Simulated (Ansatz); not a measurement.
Consider the following.

Ga$_{2}$O$_{3}$:
```yaml
crystal:
  lattice:
    - [1.38669, -4.62000, 0.00000]
    - [1.38669, 4.62000, 0.00000]
    - [0.00000, 0.00000, 7.19665]
  atoms:
    - { symbol: Ga, position: [0.24699, 0.75301, 0.25000] }
    - { symbol: Ga, position: [0.75301, 0.24699, 0.75000] }
    - { symbol: Ga, position: [0.00000, 0.00000, 0.50000] }
    - { symbol: Ga, position: [0.00000, 0.00000, 0.00000] }
    - { symbol: O, position: [0.36324, 0.63676, 0.92392] }
    - { symbol: O, position: [0.63676, 0.36324, 0.07608] }
    - { symbol: O, position: [0.63676, 0.36324, 0.42392] }
    - { symbol: O, position: [0.36324, 0.63676, 0.57608] }
    - { symbol: O, position: [0.10676, 0.89324, 0.75000] }
    - { symbol: O, position: [0.89324, 0.10676, 0.25000] }
```

This is the r²SCAN-relaxed structure. Tensor components refer to the Cartesian frame of this cell.

### Question
All from r²SCAN (plane waves, PAW; program Ansatz), unless another level is named. Give the electronic dielectric constant ε∞ (DFPT).

### Answer
4.65 (xx), 4.41 (yy), 4.44 (zz).

### Question
And the Bader charges?

### Answer
Ga +2.00, O -1.35 to -1.31 e.

### Question
Predict the Born charges (a third of the trace).

### Answer
Ga +3.34 to +3.54, O -2.33 to -2.22 e.

Space group Cmcm. The first step of the workflow began from a Materials Project structure, measured or hypothetical; the Crystallography Open Database copy checked does not list it. It is not the phase usual at ambient conditions (space group No. 12, 167). The r²SCAN relaxation kept the symmetry of its start. At this level the phase is dynamically unstable (imaginary phonons). Spin–orbit coupling is left out wherever it is not named.

Potentials: the later of the program's two PAW sets.
